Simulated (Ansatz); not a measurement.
# Cs$_{3}$Pt: frozen-core PAW against all-electron methods

```
Cs Pt
1.0
     5.77765    0.00000    0.00000
     0.00000    5.77765    0.00000
     0.00000    0.00000    5.77765
Cs Pt
3 1
Direct
  0.00000 0.00000 0.50000
  0.00000 0.50000 0.00000
  0.50000 0.00000 0.00000
  0.50000 0.50000 0.50000
```

Atoms are numbered in the order listed.

Structure from Materials Project entry mp-1064000 (possibly hypothetical), not relaxed further.

Spin polarisation is left out, and whether a magnetic state lies lower isn't shown here.

No spin–orbit coupling, which matters for the heavy atoms here.

Levels of theory: DFT, PBE, PAW with Ansatz's default frozen-core files, scalar-relativistic (Ansatz 0.2.0); DFT, PBE, all-electron PAW with datasets made for the crystal, scalar-relativistic (Ansatz 0.2.0); DFT, PBE, all-electron LAPW, scalar-relativistic (Ansatz 0.2.0).

For PAW: a Γ-centred 6×6×6 k mesh, Fermi–Dirac smearing of 0.08 eV, cutoff 420 eV, no spin polarisation. The crystal-made all-electron datasets (AE datasets) take a cutoff of 240 eV at this cell. LAPW targets a basis error of 1 meV/atom. The Ansatz runs share mesh, smearing and spin set-up. Plane-wave (PAW) pressures include the program's estimate of the Pulay term.

Stress and pressure are positive in compression.

No spin–orbit coupling: at heavy atoms the gradients can be off by tens of per cent for that reason.

In a metal, gradients converge slowly with the k mesh: the values move by tens of per cent from one mesh to another, at times in sign, so only the comparison on one mesh counts.

Levels count from the Fermi level.

```json
{"quantity": "pressure (GPa)", "PAW": "-0.31", "AE datasets": "-0.31", "LAPW": "-0.31"}
{"quantity": "highest filled level at X (eV)", "PAW": "-0.415", "AE datasets": "-0.415", "LAPW": "-0.415"}
{"quantity": "lowest empty level at X (eV)", "PAW": "0.255", "AE datasets": "0.255", "LAPW": "0.255"}
{"quantity": "highest filled level at Γ (eV)", "PAW": "-1.071", "AE datasets": "-1.071", "LAPW": "-1.071"}
{"quantity": "lowest empty level at Γ (eV)", "PAW": "1.521", "AE datasets": "1.521", "LAPW": "1.521"}
{"quantity": "field gradient Vzz at Cs1 (10²¹ V/m²)", "PAW": "8.43", "AE datasets": "8.45", "LAPW": "–"}
```
